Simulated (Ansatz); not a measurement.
# A sublattice moved along a line in Ca3GeN

All numbers below come from DFT PBEsol, scalar-relativistic, plane waves, PAW (Ansatz 0.2.0). The runs took a 420 eV cutoff, a Γ-centred 10×10×10 mesh and Gaussian smearing (0.15 eV). No spin polarisation. Energies are free energies at this smearing, counted from the undisturbed cell; pressure is positive in compression.

The starting cell (as given, not relaxed at this level; it stands at -0.1 GPa, and it needn't be the usual structure):

```
Ca Ge N
1.0
     4.75730    0.00000    0.00000
     0.00000    4.75730    0.00000
     0.00000    0.00000    4.75730
Ca Ge N
3 1 1
Cartesian
  0.0000 2.3786 2.3786
  2.3786 0.0000 2.3786
  2.3786 2.3786 0.0000
  0.0000 0.0000 0.0000
  2.3786 2.3786 2.3786
```

Every N atom is moved by x along the Cartesian unit vector (1.000, 0.000, 0.000); the cell and all other atoms stay fixed. The cell is metallic on the mesh throughout.

x (Å), ΔE (meV/cell) and a bar:
```
  -0.5000     1041.2 ##############################
  -0.2500      187.6 #####
   0.0000        0.0
   0.0625       10.3
   0.1250       42.4 #
   0.1875       99.7 ###
   0.3125      314.1 #########
   0.3750      489.6 ##############
   0.4375      726.8 #####################
```

By symmetry 0.5000 repeats -0.5000, -0.3750 repeats 0.3750, 0.2500 repeats -0.2500, -0.1250 repeats 0.1250 in energy, with the opposite slope along the path.